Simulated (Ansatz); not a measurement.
The relaxed structure here is a generated cell of BiB: the first start was made by placing the elements on the sites of a structure type, and the end was not matched to a known phase here, so it may be hypothetical.

A trial cell of BiB was relaxed with r2SCAN (plane waves to 500 eV, PAW, scalar-relativistic; Ansatz, a first-principles code).

Before: R3m, hexagonal axes (No. 160), hR2; a = b = 3.746 Å, c = 9.618 Å, α = β = 90.00°, γ = 120.00°.

After relaxation:

Simulated powder pattern, Cu Kα, λ = 1.54184 Å (kinematic, ideal powder, no thermal factors, no anomalous dispersion; the 24 strongest lines at most, above 1 %, up to 2θ = 90°):

```tsv
2θ (°)	I/Imax (%)
29.44	100
34.12	61
49.02	44
58.22	47
61.08	16
71.85	7.3
79.49	20
81.99	21
```

Task: Identify the relaxed structure from its pattern: crystal system, space group and cell.

Result: Cubic, Fm-3m (No. 225), cF8, rock salt type; a = 5.2556 Å, b = 5.2556 Å, c = 5.2556 Å, α = 90.00°, β = 90.00°, γ = 90.00°. Sites: B 4a (0.000, 0.000, 0.000); Bi 4b (0.500, 0.500, 0.500).

Task: Index the strongest lines.

Result: 29.44° (111), 34.12° (200), 49.02° (220), 58.22° (311), 81.99° (420).

No spin polarisation in the result.

The run could not lose the symmetry of its start, so the end can be a saddle point.
